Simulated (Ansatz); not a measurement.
## NMR crystallography of Mg₂Sc₃VS₈: given against relaxed positions

Start: a Materials Project structure (computed, not necessarily an observed phase).

```cif
data_Mg2Sc3VS8
_symmetry_space_group_name_H-M 'C2/m'
_symmetry_Int_Tables_number 12
_cell_length_a 12.8927
_cell_length_b 7.5253
_cell_length_c 7.4662
_cell_angle_alpha 90.000
_cell_angle_beta 124.809
_cell_angle_gamma 90.000
loop_
_atom_site_label
_atom_site_type_symbol
_atom_site_symmetry_multiplicity
_atom_site_Wyckoff_symbol
_atom_site_fract_x
_atom_site_fract_y
_atom_site_fract_z
Mg Mg 4 i 0.3752 0.0000 0.6248
Sc3 Sc 4 e 0.2500 0.2500 0.0000
Sc4 Sc 2 c 0.0000 0.0000 0.5000
V V 2 a 0.0000 0.0000 0.0000
S7 S 8 j 0.5058 0.2705 0.7648
S8 S 4 i 0.7650 0.0000 0.7765
S9 S 4 i 0.7577 0.0000 0.2422
```

One atom of each set is listed; the run and its k-mesh use a cell of 14 atoms with edges of 7.46, 7.46, 7.47 Å.

Level of theory: DFT, PBE, plane waves and PAW, scalar-relativistic, collinear spin, 420 eV cutoff, Γ-centred 6×6×6 k-points, Fermi–Dirac smearing 0.05 eV (Ansatz 0.2.0). Start moments as typed (μB): 2 on each V, none on the rest.

The largest force at the start is 0.084 eV/Å. Relaxing the ions at fixed cell moves them by 0.009 Å at most (atom 9, S) and 0.005 Å rms. End positions:

Mg (0.3750, 0.0000, 0.6251)
Sc3 (0.2500, 0.2500, 0.0000)
Sc4 (0.0000, 0.0000, 0.5000)
V (0.0000, 0.0000, 0.0000)
S7 (0.5057, 0.2713, 0.7651)
S8 (0.7654, 0.0000, 0.7770)
S9 (0.7581, 0.0000, 0.2414)

```csv
site,moved (Å),first shell before,first shell after,V_zz before (10²¹ V/m²),η before
Mg,0.004,4 S at 2.42–2.46 Å,4 S at 2.43–2.47 Å,0.16,0.00
Sc3,0.000,6 S at 2.57–2.59 Å,6 S at 2.57–2.59 Å,-0.51,0.70
Sc4,0.000,6 S at 2.57–2.59 Å,6 S at 2.57–2.59 Å,-0.61,0.50
V,0.000,6 S at 2.49 Å,6 S at 2.48–2.49 Å,-1.75,0.11
S7,0.007,"1 Mg at 2.46 Å, 1 V at 2.49 Å, 2 Sc at 2.59 Å","1 Mg at 2.47 Å, 1 V at 2.49 Å, 2 Sc at 2.59 Å",3.15,0.39
S8,0.004,"1 Mg at 2.46 Å, 1 V at 2.49 Å, 2 Sc at 2.59 Å","1 Mg at 2.47 Å, 1 V at 2.48 Å, 2 Sc at 2.59 Å",3.07,0.37
S9,0.009,"1 Mg at 2.42 Å, 3 Sc at 2.57 Å","1 Mg at 2.43 Å, 3 Sc at 2.57 Å",1.58,0.03
```

(1) What are V_zz and η after the relaxation?

Answers

(1) 

```json
{"site": "Mg", "V_zz after": "0.16", "η after": "0.08", "change of V_zz": "0.00"}
{"site": "Sc3", "V_zz after": "-0.61", "η after": "0.63", "change of V_zz": "-0.10"}
{"site": "Sc4", "V_zz after": "-0.64", "η after": "0.58", "change of V_zz": "-0.03"}
{"site": "V", "V_zz after": "-1.74", "η after": "0.05", "change of V_zz": "+0.01"}
{"site": "S7", "V_zz after": "3.11", "η after": "0.39", "change of V_zz": "-0.04"}
{"site": "S8", "V_zz after": "3.07", "η after": "0.38", "change of V_zz": "0.00"}
{"site": "S9", "V_zz after": "1.59", "η after": "0.02", "change of V_zz": "+0.01"}
```

The largest change of V_zz is on Sc3, from -0.51 to -0.61. In per cent, |V_zz| changes by -1 to 0 on S (all sites that start above 2).

The run finds no gap above 0.1 eV (a metal, or nearly one), so the gradients can move by 10 % or more with the k-mesh. Semilocal functionals can leave a metal where correlation in the d or f shell opens a gap in the real compound, and that would change the values at and beside V. All moments are parallel here, as the start or the cell imposes; many such compounds order antiparallel, where fields and spin densities carried over to other atoms largely cancel. The magnetic order is the one that the run reached from its start moments, not necessarily the measured one.
